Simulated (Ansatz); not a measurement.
Theory: DFT, r2SCAN, plane waves (500 eV) with PAW, scalar-relativistic in Ansatz 0.2.0. (PAW data from PBE, frozen cores regenerated.)

An element in the hcp structure gives this curve. The cell is scaled uniformly from the relaxed one, with fractional coordinates and shape fixed. Energies are extrapolated to zero smearing, pressures are those at the given smearing. Magnetic state: spin not included.

| V (Å³/atom) | E − E₀ (meV/atom) | P (GPa) |
| --- | --- | --- |
| 58.389 | 24.1 | 1.12 |
| 61.043 | 9.9 | 0.71 |
| 63.697 | 2.1 | 0.34 |
| 66.351 | 0.0 | 0.03 |
| 69.005 | 2.9 | -0.25 |
| 71.659 | 10.0 | -0.49 |
| 74.314 | 20.9 | -0.71 |

(1) Which element is it?
A. potassium
B. barium
C. calcium
D. caesium

Results:

(1) B. Its fit is V₀ = 66.08 Å³/atom, B₀ = 7.5 GPa, B₀′ = 2.4.
